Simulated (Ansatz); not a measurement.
Y:
```
Y
1.0
    3.54334     0.00000     0.00000
   -1.77167     3.06863     0.00000
    0.00000     0.00000     5.50466
Y
2
Direct
  0.33333   0.66667   0.75000
  0.66667   0.33333   0.25000
```

Relaxed with LDA.

### Question
Which orbitals make up the states near the Fermi level in DFT-LDA in the program Ansatz with PAW potentials?

### Answer
Within 0.5 eV of the Fermi level: Y 4d 89 %, Y 5s 5 %. Projections are on Löwdin-orthogonalised atomic valence shells; empty p or d shells of many metals are not among them.

### Question
Tabulate the density of states.

### Answer
States/eV per cell of 2 atoms, in 0.25 eV bins, energy from the Fermi level.

```
E (eV)  total  Y 4d  Y 5s  Y 4p
------  -----  ----  ----  ----
-4.95    0.00  0.00  0.00  0.00
-4.70    0.05  0.00  0.04  0.00
-4.45    0.13  0.00  0.12  0.00
-4.20    0.19  0.00  0.17  0.00
-3.95    0.24  0.01  0.22  0.01
-3.70    0.30  0.01  0.26  0.01
-3.45    0.36  0.02  0.32  0.01
-3.20    0.42  0.04  0.35  0.01
-2.95    0.49  0.07  0.39  0.02
-2.70    0.60  0.13  0.44  0.02
-2.45    0.75  0.22  0.49  0.02
-2.20    1.01  0.42  0.55  0.03
-1.95    1.81  1.12  0.63  0.03
-1.70    1.87  1.29  0.52  0.03
-1.45    1.94  1.47  0.41  0.03
-1.20    2.33  1.95  0.31  0.04
-0.95    2.66  2.39  0.20  0.04
-0.70    2.09  1.92  0.10  0.04
-0.45    2.41  2.20  0.11  0.05
-0.20    3.16  2.83  0.17  0.06
0.05     4.01  3.53  0.23  0.07
0.30     2.85  2.54  0.15  0.04
0.55     1.43  1.27  0.06  0.02
0.80     1.66  1.44  0.08  0.02
1.05     3.41  3.00  0.17  0.03
1.30     4.09  3.58  0.22  0.03
1.55     4.30  3.65  0.26  0.03
1.80     3.65  3.19  0.18  0.02
2.05     4.06  3.76  0.13  0.02
2.30     2.91  2.72  0.06  0.01
2.55     1.90  1.80  0.03  0.01
2.80     1.32  1.26  0.01  0.00
3.05     1.57  1.50  0.02  0.00
3.30     1.51  1.45  0.02  0.00
3.55     1.52  1.45  0.02  0.00
3.80     1.57  1.49  0.03  0.00
4.05     1.65  1.55  0.05  0.00
4.30     1.90  1.75  0.07  0.00
4.55     2.09  1.87  0.12  0.00
```

Space group P6_3/mmc (hcp (Mg type)). Symmetry was held in the LDA relaxation. No spin polarisation was allowed. Scalar-relativistic: spin–orbit coupling is off unless named, which matters more the heavier the elements.

Potentials: the earlier of the program's two PAW sets. The files were generated under PBE; for other functionals the program regenerates the frozen cores, and for LDA and PBEsol the local potential too.
